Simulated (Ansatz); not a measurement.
Relaxed-ion elastic tensor of GaAg (CsCl type, Pm-3m) in GPa (Voigt order), PBEsol (plane waves, PAW; program Ansatz); density 8.74 g/cm³, 16.88 Å³ per atom.

```csv
,1,2,3,4,5,6
1,77.4,88.7,88.7,0.0,0.0,0.0
2,88.7,77.4,88.7,0.0,0.0,0.0
3,88.7,88.7,77.4,0.0,0.0,0.0
4,0.0,0.0,0.0,3.1,0.0,0.0
5,0.0,0.0,0.0,0.0,3.1,0.0
6,0.0,0.0,0.0,0.0,0.0,3.1
```

### Question
Is the crystal mechanically stable?

### Answer
No: the smallest eigenvalue of C is -11.3 GPa.

The workflow started from an entry of the Crystallography Open Database (COD). Its standing as an ambient phase is unchecked. Symmetry was held in the PBEsol relaxation. At this level the phase is mechanically unstable. No spin polarisation was allowed. As this level gives no gap, shear constants depend on the k-mesh and smearing (Fermi–Dirac, 0.1 eV here).

Potentials: the later of the program's two PAW sets.
